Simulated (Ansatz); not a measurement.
Cr (Im-3m); volume scaled by 1.05.

```
Cr
1.0
     3.01758    0.00000    0.00000
     0.00000    3.01758    0.00000
     0.00000    0.00000    3.01758
Cr
2
Direct
  0.00000 0.00000 0.00000
  0.50000 0.50000 0.50000
```

The reference geometry is a structure from the Materials Project; nothing is relaxed.

Functional, mesh and filling: PBE, 11×11×11 k mesh, Fermi–Dirac smearing of 0.05 eV. PAW means Ansatz 0.2.0 on its default frozen-core files. Site moments are integrated in spheres about the atoms. Start moments (μB): Cr1 -3, Cr2 3.

The self-consistent cycle went as follows.

```tsv
iteration	Harris–Foulkes energy less the last (meV)	density residual (eV)	M (μB)	∫|m| (μB)
1	-2894.736	1.1e+01	0.0000	3.6792
2	-36.773	1.7e-01	0.0000	4.7574
3	-2.435	7.8e-02	0.0000	4.7118
4	6.463	1.3e-03	0.0000	4.5407
5	-3.925	2.3e-02	0.0000	4.3726
6	0.264	1.0e-04	0.0000	4.2564
7	-0.011	8.7e-05	0.0000	4.2496
8	0.000	5.7e-07	0.0000	4.2478
9	0.000	9.7e-10	0.0000	4.2479
```

Site moments (μB): Cr1 -1.98, Cr2 1.98. Cell moment 0.00 μB.

This cell lies far from its zero-pressure volume, so the numbers describe the cell as given rather than the relaxed compound. The Ansatz runs typed with the search for lower states off end where their start leads. The magnetic state is the one that this cell and start allow. It needn't be the compound's measured order, which may need a larger cell or be absent.
